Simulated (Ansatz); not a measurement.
# Zr (P6_3/mmc): electronic heat capacity and spin susceptibility from the density of states

These are results of Ansatz 0.2.0, DFT PBEsol, scalar-relativistic, plane waves, PAW, not measurements.

Cutoff 420 eV; k points 18×18×8 on the computed 2-atom cell (Γ-centred); Gaussian smearing, width 0.10 eV; no spin polarisation.

Relaxed cell: P6_3/mmc, a = 3.186 Å, b = 3.186 Å, c = 5.112 Å, α = 90.00°, β = 90.00°, γ = 120.00°, 2 atoms in the primitive cell.

The density of states at the Fermi level is 2.019 states/eV in the cell of 2 atoms (2 formula units; both spins, tetrahedra on a 27×27×12 mesh).

**Question.** What Sommerfeld coefficient and Pauli susceptibility does this give?

**Answer.** Per formula unit N(E_F) = 1.010 states/eV. γ = (π²/3) k_B² N(E_F) N_A = 2.357 mJ/(mol K²) per state/eV, so γ = 2.4 mJ/(mol K²), a mole of formula units. χ_P = μ_B² N(E_F) N_A = 3.23×10⁻⁵ emu/mol per state/eV gives 3.3×10⁻⁵ emu/mol. This is the bare band result: a measured γ of the same phase is as a rule larger by a factor 1 + λ from phonons and spin fluctuations, the spin part of χ is larger by the Stoner factor, and a measured χ also holds orbital and core terms. N(E_F) at one energy is sensitive to the mesh where the density of states has sharp peaks.